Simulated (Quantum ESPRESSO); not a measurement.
## HfMg4Rh2Ti in 6 site orders

Calculated results; nothing here was measured. They come from Quantum ESPRESSO 7.5, a public plane-wave density functional program. Each row is one single-point run on a made-up periodic cell of eight metal atoms, with elements, volume, strain and displacements drawn at random and not relaxed, so a cell may be unstable or far from any real phase. There is no spin polarisation or spin-orbit coupling.

Settings: PBE unless stated; PseudoDojo standard norm-conserving files; Fermi-Dirac width 0.25 eV, which means electrons at about 2900 K; cutoff 1197 eV; 8 x 4 x 4 k mesh shifted half a step off Gamma. E is the free energy of the whole cell (internal energy minus TS), so a -TS column is already part of it. Stress is positive in tension, and the pressure P is minus a third of its trace.

Checks: one run of this series was repeated at a higher cutoff and on a denser mesh, which moved values by no more than 0.003 eV, 0.05 GPa and 0.008 eV/Å, and a second program with other atomic files agreed on it to 2 % rms in force and 0.5 GPa in pressure. Known limits: heavy elements are run without spin-orbit coupling, which real alloys of them have; a spin test at this wide smearing found no moment, but such smearing suppresses magnetism that the real alloy may have.

The lattice is face-centred cubic, and the cell vectors in Å are (0.000, 2.092, 2.092); (-4.183, 4.183, -4.183); (-4.183, -4.183, 4.183), a volume of 146.42 Å³. The runs put one composition on the same eight displaced sites in different orders. E is counted from run 1, and the rms force is over all 24 components. Nothing is relaxed, so E mixes bonding between neighbours with strain on unrelaxed sites, and it is not an ordering energy.

```
run  elements on sites 1 to 8  E (eV)  -TS (eV)  rms force (eV/Å)  largest force (eV/Å)  P (GPa)
  1   Mg Mg Hf Ti Rh Mg Rh Mg   0.000    -1.353             0.515                  1.68    -1.45
  2   Ti Rh Mg Hf Mg Mg Mg Rh   1.230    -1.525             0.720                  1.75    -0.39
  3   Mg Ti Mg Mg Rh Rh Hf Mg   1.132    -1.476             0.840                  2.16        ?
  4   Mg Rh Mg Ti Mg Mg Hf Rh   0.868    -1.388             0.586                  1.53    -0.48
  5   Mg Rh Ti Rh Mg Mg Hf Mg   0.246    -1.332             0.710                  2.41    -0.86
  6   Rh Mg Hf Mg Rh Mg Mg Ti   0.882    -1.372             0.569                  1.58    -0.52
```

## Worked fit

A straight line through the runs shown gives P = -1.26 + 0.80 E GPa with E in eV, an error of 0.18 on the slope and a scatter of 0.18 GPa. At this fixed volume the orders of higher energy tend to have the higher pressure.

## Withheld value

Question: what pressure should run 3 give?

The fit gives -0.35 ± 0.22 GPa. The calculation gave -0.53 GPa.
